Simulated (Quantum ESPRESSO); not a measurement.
```cif
data_HAlBaGe
_chemical_formula_sum 'H1 Al1 Ge1 Ba1'
_space_group_name_H-M_alt 'P3m1'
_space_group_IT_number 156
_space_group_name_Hall 'P 3 -2"'
_cell_length_a 4.37346
_cell_length_b 4.37346
_cell_length_c 5.03866
_cell_angle_alpha 90.000
_cell_angle_beta 90.000
_cell_angle_gamma 120.000
loop_
_atom_site_label
_atom_site_type_symbol
_atom_site_symmetry_multiplicity
_atom_site_Wyckoff_symbol
_atom_site_fract_x
_atom_site_fract_y
_atom_site_fract_z
_atom_site_occupancy
H1 H 1 a 0.00000 0.00000 0.98081 1
Al1 Al 1 a 0.00000 0.00000 0.63514 1
Ge1 Ge 1 c 0.66667 0.33333 0.55229 1
Ba1 Ba 1 b 0.33333 0.66667 0.09776 1
```

The PBEsol cell relaxed from Materials Project entry mp-1207108 was given a biaxial strain of +1 % along x and y, z relaxed, and the atoms were relaxed again.

What does PBEsol (pw.x of Quantum ESPRESSO, ONCV potentials, scalar-relativistic) give for the electronic structure near the Fermi level?

The PBEsol gap is 0.62 eV; at least one edge lies off the plotted path, at a point of the SCF mesh. The smallest direct gap is 1.11 eV. Spin-orbit splittings are left out.
